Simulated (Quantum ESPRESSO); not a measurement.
# MgGa3SeP3: input and log of a self-consistent run

Simulated, not a measurement. The program is pw.x of Quantum ESPRESSO 7.5 (plane-wave density functional theory). The cell is made up: 8 atoms on a zincblende/diamond lattice, with randomly drawn elements, strain and displacements, not relaxed. PseudoDojo standard norm-conserving files (v0.5 for PBE, v0.4.1 for LDA and PBEsol) set the functional; there is no spin polarisation, spin-orbit coupling or dispersion term, and the masses in the input are unused placeholders.

Input:

```
&control calculation='scf', pseudo_dir='./dojo.nc.sr.pbe.v0_5.standard.upf', outdir='./o', disk_io='low', tprnfor=.true., tstress=.true. /
&system ibrav=0, nat=8, ntyp=4, nbnd=46, ecutwfc=85.99341389, nosym=.true., tot_charge=0,
 occupations='smearing', smearing='fd', degauss=0.0018374661
/
&electrons conv_thr=7.350e-09, electron_maxstep=60, /
ATOMIC_SPECIES
Ga 1.0 Ga.upf
Mg 1.0 Mg.upf
P 1.0 P.upf
Se 1.0 Se.upf
CELL_PARAMETERS angstrom
5.5809 0.0 0.0
0.0 5.5809 0.0
0.0 0.0 5.5809
ATOMIC_POSITIONS angstrom
Mg 0.006 0.0144 -0.0103
Ga -0.0343 2.8696 2.7278
Ga 2.7077 -0.0018 2.7486
Ga 2.8091 2.8427 -0.06
Se 1.4638 1.352 1.3178
P 1.3813 4.2004 4.1613
P 4.154 1.325 4.2329
P 4.2148 4.187 1.3202
K_POINTS automatic
4 4 4 1 1 1
```

The log is shortened where brackets say so; the opening notice, blank lines, dates and the lines on written files are dropped, and the path of the files is cut. It prints rydbergs, bohrs and kilobars, and counts compression as positive stress. With no partly filled state, the Fermi energy that it prints is only some level between the filled and the empty states on the mesh, and need not lie in the true gap.

```
     Program PWSCF v.7.5
     Parallel version (MPI & OpenMP), running on       4 processor cores
     Number of MPI processes:                 4
     Threads/MPI process:                     1
     [start-up lines left out]
     bravais-lattice index     =            0
     lattice parameter (alat)  =      10.5464  a.u.
     unit-cell volume          =    1173.0306 (a.u.)^3
     number of atoms/cell      =            8
     number of atomic types    =            4
     number of electrons       =        80.00
     number of Kohn-Sham states=           46
     kinetic-energy cutoff     =      85.9934  Ry
     charge density cutoff     =     343.9737  Ry
     scf convergence threshold =      7.3E-09
     mixing beta               =       0.7000
     number of iterations used =            8  plain     mixing
     Exchange-correlation= PBE
                           (   1   4   3   4   0   0   0)
     [axes and pseudopotential details left out]
   Cartesian axes
     site n.     atom                  positions (alat units)
         1        Mg     tau(   1) = (   0.0010751   0.0025802  -0.0018456  )
         2        Ga     tau(   2) = (  -0.0061460   0.5141823   0.4887742  )
         3        Ga     tau(   3) = (   0.4851726  -0.0003225   0.4925012  )
         4        Ga     tau(   4) = (   0.5033418   0.5093623  -0.0107510  )
         5        Se     tau(   5) = (   0.2622874   0.2422548   0.2361268  )
         6        P      tau(   6) = (   0.2475049   0.7526385   0.7456324  )
         7        P      tau(   7) = (   0.7443244   0.2374169   0.7584619  )
         8        P      tau(   8) = (   0.7552187   0.7502374   0.2365568  )
     number of k points=    32  Fermi-Dirac smearing, width (Ry)=  0.0018
                       cart. coord. in units 2pi/alat
        k(    1) = (   0.1250000   0.1250000   0.1250000), wk =   0.0625000
        k(    2) = (   0.1250000   0.1250000   0.3750000), wk =   0.0625000
     [further k points left out]
     Dense  grid:   126419 G-vectors     FFT dimensions: (  64,  64,  64)
     Estimated max dynamical RAM per process >     265.01 MB
     Estimated total dynamical RAM >     967.44 MB
     Initial potential from superposition of free atoms
     starting charge      79.9907, renormalised to      80.0000
     Starting wfcs are   53 randomized atomic wfcs
     total cpu time spent up to now is        3.4 secs
     per-process dynamical memory:   184.9 Mb
     Self-consistent Calculation
     iteration #  1     ecut=    85.99 Ry     beta= 0.70
     Davidson diagonalization with overlap
     ethr =  1.00E-02,  avg # of iterations =  4.0
     Threshold (ethr) on eigenvalues was too large:
     Diagonalizing with lowered threshold
     Davidson diagonalization with overlap
     ethr =  4.88E-04,  avg # of iterations =  2.0
     total cpu time spent up to now is       13.9 secs
     total energy              =    -861.75637635 Ry
     estimated scf accuracy    <       0.38907062 Ry
     iteration #  2     ecut=    85.99 Ry     beta= 0.70
     Davidson diagonalization with overlap
     ethr =  4.86E-04,  avg # of iterations =  4.8
     total cpu time spent up to now is       19.4 secs
     total energy              =    -861.84094873 Ry
     estimated scf accuracy    <       0.19689046 Ry
     iteration #  3     ecut=    85.99 Ry     beta= 0.70
     Davidson diagonalization with overlap
     ethr =  2.46E-04,  avg # of iterations =  2.8
     total cpu time spent up to now is       24.3 secs
     total energy              =    -861.88504897 Ry
     estimated scf accuracy    <       0.00976688 Ry
     iteration #  4     ecut=    85.99 Ry     beta= 0.70
     Davidson diagonalization with overlap
     ethr =  1.22E-05,  avg # of iterations =  8.2
     total cpu time spent up to now is       30.5 secs
     total energy              =    -861.88760551 Ry
     estimated scf accuracy    <       0.00127387 Ry
     iteration #  5     ecut=    85.99 Ry     beta= 0.70
     Davidson diagonalization with overlap
     ethr =  1.59E-06,  avg # of iterations =  3.8
     total cpu time spent up to now is       35.3 secs
     total energy              =    -861.88780763 Ry
     estimated scf accuracy    <       0.00011797 Ry
     iteration #  6     ecut=    85.99 Ry     beta= 0.70
     Davidson diagonalization with overlap
     ethr =  1.47E-07,  avg # of iterations =  2.7
     total cpu time spent up to now is       39.7 secs
     total energy              =    -861.88783335 Ry
     estimated scf accuracy    <       0.00001106 Ry
     iteration #  7     ecut=    85.99 Ry     beta= 0.70
     Davidson diagonalization with overlap
     ethr =  1.38E-08,  avg # of iterations =  3.3
     total cpu time spent up to now is       44.5 secs
     total energy              =    -861.88783662 Ry
     estimated scf accuracy    <       0.00000087 Ry
     iteration #  8     ecut=    85.99 Ry     beta= 0.70
     Davidson diagonalization with overlap
     ethr =  1.08E-09,  avg # of iterations =  3.2
     total cpu time spent up to now is       49.4 secs
     total energy              =    -861.88783690 Ry
     estimated scf accuracy    <       0.00000024 Ry
     iteration #  9     ecut=    85.99 Ry     beta= 0.70
     Davidson diagonalization with overlap
     ethr =  2.95E-10,  avg # of iterations =  2.0
     total cpu time spent up to now is       53.7 secs
     total energy              =    -861.88783695 Ry
     estimated scf accuracy    <       0.00000002 Ry
     iteration # 10     ecut=    85.99 Ry     beta= 0.70
     Davidson diagonalization with overlap
     ethr =  2.28E-11,  avg # of iterations =  3.4
     total cpu time spent up to now is       59.0 secs
     End of self-consistent calculation
          k = 0.1250 0.1250 0.1250 ( 15783 PWs)   bands (ev):
   -67.6449 -41.1779 -41.1706 -41.1178 -41.0823 -41.0784 -34.4857 -34.4477
   -34.4438  -8.1136  -7.7620  -7.7417  -7.7270  -7.6952  -7.6743  -7.6678
    -7.6566  -7.6412  -7.6368  -7.6193  -7.6124  -7.6002  -7.5859  -7.5763
    -6.6215  -3.7361  -2.4793  -2.2224   0.3072   0.6672   2.2507   3.6487
     3.7446   3.8673   4.6553   4.7283   4.9100   5.4030   6.6447   6.7912
     8.3009   8.6236   8.9273   9.6177   9.7291   9.9264
     [levels at the other k points left out]
     the Fermi energy is     7.5133 ev
!    total energy              =    -861.88783696 Ry
     estimated scf accuracy    <          1.9E-09 Ry
     smearing contrib. (-TS)   =      -0.00000000 Ry
     internal energy E=F+TS    =    -861.88783696 Ry
     The total energy is F=E-TS. E is the sum of the following terms:
     one-electron contribution =    -511.40970470 Ry
     hartree contribution      =     296.39728607 Ry
     xc contribution           =    -202.40177901 Ry
     ewald contribution        =    -444.47363931 Ry
     convergence has been achieved in  10 iterations
     Forces acting on atoms (cartesian axes, Ry/au):
     atom    1 type  2   force =    -0.01205747   -0.02302845   -0.02235259
     atom    2 type  1   force =    -0.02449451   -0.01023450    0.04715880
     atom    3 type  1   force =     0.07101439   -0.04235166    0.04946949
     atom    4 type  1   force =     0.03753600    0.01611076   -0.03484666
     atom    5 type  4   force =    -0.01390705    0.05170268    0.01829247
     atom    6 type  3   force =     0.00601487   -0.02440200   -0.02649314
     atom    7 type  3   force =    -0.02199139    0.04276050   -0.05928616
     atom    8 type  3   force =    -0.04211484   -0.01055733    0.02805779
     Total force =     0.171186     Total SCF correction =     0.000246
     Computing stress (Cartesian axis) and pressure
          total   stress  (Ry/bohr**3)                   (kbar)     P=       32.89
   0.00024214  -0.00003718   0.00006580           35.62       -5.47        9.68
  -0.00003718   0.00022629  -0.00011382           -5.47       33.29      -16.74
   0.00006580  -0.00011382   0.00020224            9.68      -16.74       29.75
     init_run     :      3.26s CPU      3.37s WALL (       1 calls)
     electrons    :     55.35s CPU     55.61s WALL (       1 calls)
     forces       :      0.73s CPU      0.74s WALL (       1 calls)
     stress       :      2.44s CPU      2.49s WALL (       1 calls)
     [timing details left out]
     PWSCF        :   1m 1.87s CPU   1m 2.33s WALL
     JOB DONE.
```

In other units: free energy -11726.581 eV for the cell, pressure 3.29 GPa, largest force component 1.826 eV/Å. A rerun of this cell at 1467 eV and a 6 x 6 x 6 mesh moved values by no more than 0.008 eV in energy, 0.02 GPa in stress and 0.004 eV/Å in force.